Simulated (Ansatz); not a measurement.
**Fields on a plane of LiNbO3 (LiNbO3 type, space group R3c)**

```
LiNbO3
1.0
    2.59493     1.49819     4.67214
   -2.59493     1.49819     4.67214
    0.00000    -2.99637     4.67214
Li Nb O
2 2 6
Direct
  0.70264   0.70264   0.70264
  0.20264   0.20264   0.20264
  0.98381   0.98381   0.98381
  0.48381   0.48381   0.48381
  0.62624   0.87386   0.26316
  0.87386   0.26316   0.62624
  0.26316   0.62624   0.87386
  0.76316   0.37386   0.12624
  0.37386   0.12624   0.76316
  0.12624   0.76316   0.37386
```

The slice is a (0001) plane (indices of the conventional cell) through the point (0.874, 0.263, 0.626) (fractional), spanned by u = [1 0 -1] and v = [-1 2 -1] in vectors of this cell: u (5.19 Å) and v (8.99 Å, at 90° to u). It covers one period; positions are fractions (u, v).

Atoms on it: O at (0.06, 0.31); O at (0.56, 0.81); O at (0.00, 0.00); O at (0.50, 0.50); O at (0.07, 0.68); O at (0.57, 0.18). Other atoms lie within 1 Å of the plane.

Method: PBE (plane waves to 420 eV, PAW, scalar-relativistic; Ansatz, an electronic-structure program). k mesh 8×8×8. These are valence fields of a PAW run, semicore shells included where kept as valence: close to a nucleus they are smooth pseudo fields. LiNbO3 is run without spin polarisation. LiNbO3 was relaxed with its symmetry unable to fall. The PAW data are Ansatz's earlier set.

```
|998100121169|
|663006996113|
|100039989233|
|243029xx9333|
|899318999213|
|8x9602565128|
|9x9600000039|
|998116762007|
|341069998100|
|000188x99100|
|121169998100|
|996113663006|
|989233100039|
|xx9333243029|
|999213899318|
|5651288x9602|
|0000399x9600|
|762007998116|
|998100341069|
|x99100000188|
```
Scale: ten equal steps from 0.01 (start of '0') to 0.84 (end of '9'), in the order '0123456789'. Values: electron localisation function (ELF). The map has 12 points along u (one character each, u = 0 at the left) and 20 along v (v = 0 in the bottom row). Points within 0.4 Å of a nucleus are blanked (x), as the pseudised field means little there.

```
|%%**--..    ........==##|
|++==::    ::====----==++|
|--::    ..++##%%**==++++|
|==--::..::++@@@@##==++++|
|**##++::::==####++----==|
|%%@@##==::::--==--..::++|
|%%@@##==::::::..    ..==|
|++++==::::--==--..    --|
|..::....--**%%**--..  ..|
|      ..==%%@@%%==..    |
|........==##%%**--..    |
|====----==++++==::    ::|
|##%%**==++++--::    ..++|
|@@@@##==++++==--::..::++|
|####++----==**##++::::==|
|--==--..::++%%@@##==::::|
|::..    ..==%%@@##==::::|
|==--..    --++++==::::--|
|%%**--..  ....::....--**|
|@@%%==..          ..==%%|
```
Scale: ten equal steps from -1.38 (start of ' ') to 0.94 (end of '@'), in the order ' .:-=+*#%@'. Values: log₁₀ of the valence density in e/Å³. The map has 12 points along u (two characters each, u = 0 at the left) and 20 along v (v = 0 in the bottom row). The scale is logarithmic, as a density can span decades between atoms and voids.
